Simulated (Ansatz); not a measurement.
CdTe:
```
CELL_PARAMETERS angstrom
      3.78615     0.00000     0.00000
      0.00000     3.78615     0.00000
      0.00000     0.00000     3.78615
ATOMIC_POSITIONS crystal
  Cd 0.00000 0.00000 0.00000
  Te 0.50000 0.50000 0.50000
```

Relaxed with PBE. Special points in fractions of this cell's reciprocal vectors: Γ (0.000, 0.000, 0.000); X (0.000, 0.500, 0.000); M (0.500, 0.500, 0.000); R (0.500, 0.500, 0.500).

Task: List the band energies nearest the Fermi level at these points for DFT-PBE with spin–orbit coupling in the program Ansatz with PAW potentials.

Result: In eV from the Fermi level; about four levels below and three above (degenerate sets whole), none deeper than 8.9 eV; points with the same levels are listed once.

```
k                    below                above
-  -----------------------  -------------------
Γ  -0.64 -0.64 -0.64 -0.64  4.99 4.99 4.99 4.99
X  -8.03 -8.03 -5.81 -5.81  0.02 0.02 0.74 0.74
M  -4.03 -4.03 -1.94 -1.94  0.68 0.68 6.47 6.47
R  -1.98 -1.98 -1.98 -1.98  0.41 0.41 0.82 0.82
```

Space group Pm-3m (CsCl type). The start of the workflow was typed in or built on a structure type; neither database checked (COD, Materials Project) lists it. It is not the phase usual at ambient conditions (space group No. 216). The cell was relaxed with PBE under the symmetry of its start; its stability against distortions is not shown here. The volume moved by 18 % from the start of the relaxation.

Potentials: the earlier of the program's two PAW sets.
